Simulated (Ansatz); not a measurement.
**Clamped-ion strain scan in Ag**

Level of theory: DFT PBEsol, scalar-relativistic, plane waves, PAW (Ansatz). Cutoff 420 eV, Γ-centred 20×20×20 k-points, Gaussian smearing of 0.15 eV. No spin polarisation. Energies are free energies at this smearing, counted from the undisturbed cell; pressure is positive in compression.

The starting cell (as given, not relaxed at this level; it stands at -7.2 GPa; this bcc form isn't the usual structure):

```yaml
crystal:
  lattice:
    - [-1.65565, 1.65565, 1.65565]
    - [1.65565, -1.65565, 1.65565]
    - [1.65565, 1.65565, -1.65565]
  atoms:
    - { symbol: Ag, position: [0.00000, 0.00000, 0.00000] }
```

The cell is strained by ε times the Voigt pattern (0, 0, 1, 0, 0, 0) (xx, yy, zz, yz, xz, xy; engineering shear) with fractional coordinates fixed. The cell is metallic on the mesh throughout.

Over the sampled range (-0.1500 to 0.1500), is the undisturbed cell the lowest point?

No: the energy is lower at ε = -0.0750, -37.1 in ΔE (meV/atom).

Which end lies higher in energy, -0.1500 or +0.1500?

+0.1500: 178.7 against 17.8.

The scan:

| ε | ΔE (meV/atom) |
| --- | --- |
| -0.1500 | 17.8 |
| -0.1125 | -25.6 |
| -0.0750 | -37.1 |
| -0.0375 | -25.9 |
| 0.0000 | 0.0 |
| 0.0375 | 34.9 |
| 0.0750 | 77.7 |
| 0.1125 | 125.8 |
| 0.1312 | 151.6 |
| 0.1500 | 178.7 |